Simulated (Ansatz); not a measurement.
PbF$_{2}$ (fluorite, space group No. 225), DFT-r²SCAN in the program Ansatz with PAW potentials. The conduction-band minimum lies at X, with 3 equivalent valleys. Second derivatives d²E/dk² of the lowest band at one valley (eV·Å²), along Cartesian directions:

```json
[
 {"direction": "[100]", "d²E/dk²": "0.6007"},
 {"direction": "[010]", "d²E/dk²": "15.10"},
 {"direction": "[001]", "d²E/dk²": "15.10"},
 {"direction": "[110]", "d²E/dk²": "7.850"},
 {"direction": "[101]", "d²E/dk²": "7.850"},
 {"direction": "[011]", "d²E/dk²": "15.10"}
]
```

Task: Find the principal effective masses, the density-of-states mass and the conductivity mass.

Result: Off-diagonal terms follow from H_xy = H[110] − (H_xx + H_yy)/2, and m*/mₑ = 7.620 eV·Å² over each eigenvalue: 0.50, 0.50, 13. One valley's DOS mass (m₁m₂m₃)^(1/3) = 1.5, conductivity mass 3/(Σ 1/mᵢ) = 0.74 mₑ.

Task: What effective density of states Nc follows at 300 K for parabolic valleys?

Result: Nc = 2.509e19 × 3 × (1.5)^(3/2) ≈ 1.4e20 cm⁻³.

Task: With the computed static dielectric constant 30.8 (mean of the diagonal), estimate a hydrogenic donor's binding energy and radius.

Result: E = 13.606 eV × 0.74/30.8² ≈ 11 meV; a = 0.529 Å × ε/m* ≈ 22 Å. Semilocal masses tend to be too small where the gap is.

Space group Fm-3m (fluorite). The r²SCAN relaxation kept the symmetry of its start; phonons on a q-mesh show no instability. Scalar-relativistic: spin–orbit coupling is off unless named, which matters more the heavier the elements.

Potentials: the later of the program's two PAW sets.
